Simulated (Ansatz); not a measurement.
Pressure against volume in LiCu

The structure comes from a generated guess, relaxed at this level; another structure or a mixture of phases may lie lower.

Theory: DFT PBE, scalar-relativistic, plane waves, PAW (Ansatz). Settings of the last relaxation (2-atom cell): 420 eV, 20×20×16 k points, Gaussian smearing of 0.10 eV, no spin polarisation.

```
CELL_PARAMETERS angstrom
2.57882 0.00000 0.00000
0.00000 2.57882 0.00000
0.00000 0.00000 3.87898
ATOMIC_POSITIONS crystal
Li 0.50000 0.50000 0.50000
Cu 0.00000 0.00000 0.00000
```

The cell was set to several volumes, with shape and atoms relaxed at each where symmetry leaves them free. Pressure is positive in compression, and energies count from the lowest row. No row has a gap on its mesh.

```tsv
row	V (Å³/atom)	P (GPa)	ΔE (meV/atom)
1	11.350	8.91	38.5
2	11.737	?	?
3	12.124	3.77	8.6
4	12.511	1.75	2.1
5	12.898	-0.01	0.0
6	13.285	-1.50	1.9
7	13.672	-2.76	7.0
8	14.188	-4.15	18.2
```

Task: Find B = −V·ΔP/ΔV from rows 4 and 6 and from rows 1 and 3, and from the two its slope B′ and its value B0 at zero pressure.

Result: Rows 4 and 6 give −(12.511 + 13.285)/2 × (-1.50 − (1.75))/(13.285 − 12.511) = 54.2 GPa at a mean pressure of 0.12 GPa. Rows 1 and 3 give −(11.350 + 12.124)/2 × (3.77 − (8.91))/(12.124 − 11.350) = 77.9 GPa at a mean pressure of 6.34 GPa. So B′ = (77.9 − 54.2)/(6.34 − (0.12)) = 3.81 and B0 = 54.2 − 3.81 × (0.12) = 53.7 GPa. A third-order Birch–Murnaghan fit to all the energies gives B0 = 53.2 GPa and B′ = 4.2.

Task: Estimate the pressure and energy of row 2.

Result: From row 5, V0 = 12.898 × (1 + (-0.01)/53.7) = 12.896 Å³/atom. Murnaghan's form P = (B0/B′)·[(V0/V)^B′ − 1] gives (53.7/3.81) × [(12.896/11.737)^3.81 − 1] = 6.08 GPa; the computed pressure is 6.11 GPa, so the estimate is off by -0.03 GPa. The work of compression from row 3, with the mean of the two pressures, gives ΔE = 8.6 + (6.08 + 3.77)/2 × (12.124 − 11.737)/160.2 × 1000 = 20.5 meV/atom (1 eV/Å³ = 160.2 GPa); the computed value is 20.5 meV/atom.

All volumes keep the k mesh of the relaxed cell. A structure relaxed within its symmetry needn't be a true minimum.
